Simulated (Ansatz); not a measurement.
Given:

CaTiN$_{2}$:
```
CELL_PARAMETERS angstrom
      6.02533     0.00000     0.00000
      0.00000     7.36381     0.00000
      0.00000     0.00000     5.28994
ATOMIC_POSITIONS crystal
  Ca 0.08716 0.62059 0.97337
  Ca 0.91284 0.37941 0.47337
  Ca 0.58716 0.87941 0.97337
  Ca 0.41284 0.12059 0.47337
  Ti 0.06632 0.12641 0.99832
  Ti 0.93368 0.87359 0.49832
  Ti 0.56632 0.37359 0.99832
  Ti 0.43368 0.62641 0.49832
  N  0.04482 0.09292 0.35298
  N  0.95518 0.90708 0.85298
  N  0.54482 0.40708 0.35298
  N  0.45518 0.59292 0.85298
  N  0.11712 0.66042 0.43533
  N  0.88288 0.33958 0.93533
  N  0.61712 0.83958 0.43533
  N  0.38288 0.16042 0.93533
```

This is the r²SCAN-relaxed structure. Cartesian axes are those of the cell as given.

Problem. All from DFT-r²SCAN in the program Ansatz with PAW potentials, unless another level is named. Estimate the electron effective mass.

Solution. 0.43, 1.5, 4.7 mₑ (principal values).

Problem. Next, the band gap?

Solution. 2.38 eV (indirect).

Problem. What about the weight of the valence-edge state by species (Voronoi cells)?

Solution. N 90 %, Ca 7 %, Ti 3 %.

Problem. And the conduction-band minimum?

Solution. on the Γ–X line, 58 % of the way from Γ (k = 0.292, 0.000, 0.000) (2 equivalent valleys).

Space group Pna2_1. The start of the workflow was typed in or built on a structure type; neither database checked (COD, Materials Project) lists it. COD files the formula under space group No. 31, 59, so this cell is another polymorph or a model. Whether it is the stable phase at ambient conditions was not checked. Symmetry was held in the r²SCAN relaxation; its stability against distortions is not shown here. The workflow began spin-polarised and lost its moments.

Potentials: the earlier of the program's two PAW sets.
